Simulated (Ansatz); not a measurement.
## 4 guesses for Sn3Te2O and where they end

All numbers below come from DFT PBE, scalar-relativistic, plane waves, PAW in Ansatz. All cells share a 420 eV cutoff and Γ-centred k meshes spaced at most about 0.3 Å⁻¹ (about 0.25 or finer for metals, 2π included). No spin polarisation in the final relaxations.

Each guess was relaxed in cell and atoms at zero pressure, within the symmetry of its start. Temperature and zero-point effects are left out. Coordination counts O or Te atoms around Sn (for each partner element, those within 1.25 times its shortest distance or 1.15 times the sum of covalent radii, where it is the nearest in units of that sum or under 1.3; a plus sign parts groups by distance over the sum of covalent radii; the shortest distance is added where it exceeds 1.18 times the sum of covalent radii).

```json
{"guess": "1", "made from": "ErCo3Ge2 type", "start group": "P6mm", "V start (Å³/atom)": "25.2", "end group": "?", "V end (Å³/atom)": "?", "coordination at the end": "?", "gap on mesh (eV)": "?", "E over the lowest end (meV/atom)": "?"}
{"guess": "2", "made from": "Li2ZnCu3 type", "start group": "R-3m", "V start (Å³/atom)": "29.6", "end group": "R-3m", "V end (Å³/atom)": "25.5", "coordination at the end": "Sn 2+4", "gap on mesh (eV)": "0", "E over the lowest end (meV/atom)": "0"}
{"guess": "3", "made from": "GdB2Rh3 type", "start group": "P6/mmm", "V start (Å³/atom)": "25.5", "end group": "P6/mmm", "V end (Å³/atom)": "32.3", "coordination at the end": "Sn 4", "gap on mesh (eV)": "0", "E over the lowest end (meV/atom)": "668"}
{"guess": "4", "made from": "random cell", "start group": "P6/mmm", "V start (Å³/atom)": "32.5", "end group": "P6/mmm", "V end (Å³/atom)": "29.9", "coordination at the end": "Sn 4 from 3.4 Å", "gap on mesh (eV)": "0", "E over the lowest end (meV/atom)": "349"}
```

Guess 1 as it starts:

```yaml
crystal:
  lattice:
    - [6.28362, 0.00000, 0.00000]
    - [-3.14181, 5.44177, 0.00000]
    - [0.00000, 0.00000, 4.41342]
  atoms:
    - { symbol: Sn, position: [0.50000, 0.50000, 0.45952] }
    - { symbol: Sn, position: [0.50000, 0.00000, 0.45952] }
    - { symbol: Sn, position: [0.00000, 0.50000, 0.45952] }
    - { symbol: Te, position: [0.66667, 0.33333, 0.96314] }
    - { symbol: Te, position: [0.33333, 0.66667, 0.96314] }
    - { symbol: O, position: [0.00000, 0.00000, 0.88881] }
```

Task: Fill in the missing row: what does this guess relax into, and where does it rank?

Result: It ends in space group P6mm (No. 183), with a = 6.388 Å, c = 5.551 Å, 32.7 Å³/atom and no gap. It lies 0.39 eV/atom over the lowest end, above guess 4 and below guess 3. The shortest distance is 2.95 Å (Sn–Te) in this end and 2.75 Å (Sn–O) in the lowest (guess 2). The lowest (guess 2) holds Te–Te pairs (shortest 2.97 Å); in this end the shortest Te–Te distance is 3.69 Å.

```cif
data_structure
_symmetry_space_group_name_H-M 'P6mm'
_symmetry_Int_Tables_number 183
_cell_length_a 6.3875
_cell_length_b 6.3875
_cell_length_c 5.5513
_cell_angle_alpha 90.000
_cell_angle_beta 90.000
_cell_angle_gamma 120.000
_cell_volume 196.15
loop_
_atom_site_label
_atom_site_type_symbol
_atom_site_symmetry_multiplicity
_atom_site_Wyckoff_symbol
_atom_site_fract_x
_atom_site_fract_y
_atom_site_fract_z
_atom_site_occupancy
Sn1 Sn 3 c 0.50000 0.50000 0.50288 1
Te1 Te 2 b 0.66667 0.33333 0.08803 1
O1 O 1 a 0.00000 0.00000 0.50894 1
```

Formation energies are uncorrected and refer to the elements' standard structures at the same level (O₂ as a molecule). The references include grey tin.

Task: Is the lowest end bound against the elements?

Result: Yes: its formation energy is −0.09 eV/atom. It lies below the elements, which doesn't yet make it stable against other compounds or structures.

No dispersion correction is applied, so the spacing and binding between layers, chains or molecules are poorly described (P6mm), and this can change margins and order among such cells. Spin–orbit coupling, which can matter for Te, is left out. A magnetic state wasn't ruled out in cells without spin, among them P6/mmm at 32.3 Å³/atom. The reference form of Te is held partly by dispersion forces, which this level lacks. Cells relaxed within their symmetry can be saddle points. A lower structure may well exist outside this small set. Some types were kept out of the candidates beforehand, so the set may lack a known form.
